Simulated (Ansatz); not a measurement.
# What DFT gives for P

```xyz
2
Lattice="6.0472 0.0000 0.0000 0.0000 6.0472 0.0000 0.0000 0.0000 4.3812" Properties=species:S:1:pos:R:3 pbc="T T T"
P     4.5354    1.5118    0.0000
P     1.5118    4.5354    0.0000
```

The numbers come from plane-wave PAW DFT (Ansatz): r2SCAN, no spin polarisation, 500 eV, 6×6×8 Γ-centred k points, fermi-dirac occupations (width 0.1 eV). Nothing was relaxed.

Task: What does the stress say?

Result: The pressure is -3.8 GPa (compression positive), so with the atoms held at these fractions the cell would first shrink.

Task: Is there a gap?

Result: It is a metal, with about 6.4 states/eV a cell as the mean within 0.25 eV of the Fermi level, mostly P p (100 %).

Task: What do density and ELF say about some of the short contacts?

Result: P–P at 4.28 Å: least valence density 0.03 e/Å³ and ELF 0.13 there, so no covalent bond. These are pseudo-fields; inside the PAW spheres they differ from the all-electron ones.

Origin: a database entry at a rescaled volume. Caveats: many states at the Fermi level without spin polarisation, so a magnetic state may lie lower; the Fermi level lies in a narrow band between gaps, which spin or distortion may split.
